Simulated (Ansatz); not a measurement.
WSe₂:
```xyz
6
Lattice="3.2500 0.0000 0.0000 -1.6250 2.8146 0.0000 0.0000 0.0000 12.8190" Properties=species:S:1:pos:R:3 pbc="T T T"
W      1.6250     0.9382     9.6142
W      0.0000     1.8764     3.2047
Se     0.0000     1.8764    11.2809
Se     1.6250     0.9382     1.5381
Se     1.6250     0.9382     4.8714
Se     0.0000     1.8764     7.9476
```

Relaxed with LDA. Special points in fractions of this cell's reciprocal vectors: Γ (0.000, 0.000, 0.000); M (0.500, 0.000, 0.000); K (0.333, 0.333, 0.000); A (0.000, 0.000, 0.500); L (0.500, 0.000, 0.500); H (0.333, 0.333, 0.500).

### Question
List the band energies nearest the valence-band maximum at these points for the program Ansatz at the LDA level (PAW).

### Answer
In eV from the valence-band maximum; about four levels below and three above (degenerate sets whole), none deeper than 8.9 eV; points with the same levels are listed once.

| k | below | above |
|---|---|---|
| Γ | -1.49 -1.49 -1.26 -1.01 0.00 | 2.73 2.73 2.79 2.79 |
| M | -1.47 -1.32 -1.31 -1.03 | 2.22 2.26 2.31 |
| K | -2.58 -2.58 -0.51 -0.22 | 1.40 1.40 1.75 |
| A | -1.52 -1.52 -1.52 -1.52 -0.22 -0.22 | 2.74 2.74 2.74 2.74 |
| L | -1.37 -1.37 -1.17 -1.17 | 2.23 2.23 2.57 2.57 |
| H | -2.79 -2.79 -0.39 -0.39 | 1.40 1.40 2.36 2.36 |

Space group P6_3/mmc. The cell was relaxed with LDA under the symmetry of its start. The run is not spin-polarised. A crystal of weakly bound layers computed without a dispersion correction: the cell and the soft elastic constants depend strongly on that. Spin–orbit coupling is left out wherever it is not named.

Potentials: the earlier of the program's two PAW sets. The files were generated under PBE; for other functionals the program regenerates the frozen cores, and for LDA and PBEsol the local potential too.
